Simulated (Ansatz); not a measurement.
CdGeAs2:
```cif
data_As4Cd2Ge2
_chemical_formula_sum 'Cd2 Ge2 As4'
_space_group_name_H-M_alt 'P 1'
_space_group_IT_number 1
_cell_length_a 7.05701
_cell_length_b 7.05701
_cell_length_c 7.05701
_cell_angle_alpha 129.855
_cell_angle_beta 129.855
_cell_angle_gamma 73.639
loop_
_space_group_symop_operation_xyz
  'x, y, z'
loop_
_atom_site_label
_atom_site_type_symbol
_atom_site_fract_x
_atom_site_fract_y
_atom_site_fract_z
_atom_site_occupancy
Cd1 Cd 0.75000 0.25000 0.50000 1
Cd2 Cd 0.00000 0.00000 0.00000 1
Ge1 Ge 0.25000 0.75000 0.50000 1
Ge2 Ge 0.50000 0.50000 0.00000 1
As1 As 0.15371 0.12500 0.52871 1
As2 As 0.59629 0.62500 0.47129 1
As3 As 0.37500 0.84629 0.97129 1
As4 As 0.87500 0.40371 0.02871 1
```

Relaxed with r²SCAN. r²SCAN in the plane-wave PAW code Ansatz gives a gap of 0.10 eV.

Task: What gap does HSE06 give on the same cell (Ansatz, PAW)?

Result: 0.45 eV, 0.34 eV more. The hybrid was solved on a coarser mesh and at special points; its gap is the smallest among all of these.

Cost on shared cores: the r²SCAN run (SCF on a 7×7×7 mesh, then bands and DOS) around 6 core-minutes (rough), the HSE06 run (SCF on 4×4×4, then a few points) about 4 core-minutes (a rough figure); the tasks are unlike.

Space group I-42d (chalcopyrite). Symmetry was held in the r²SCAN relaxation. Spin–orbit coupling is left out wherever it is not named.

Potentials: the later of the program's two PAW sets.
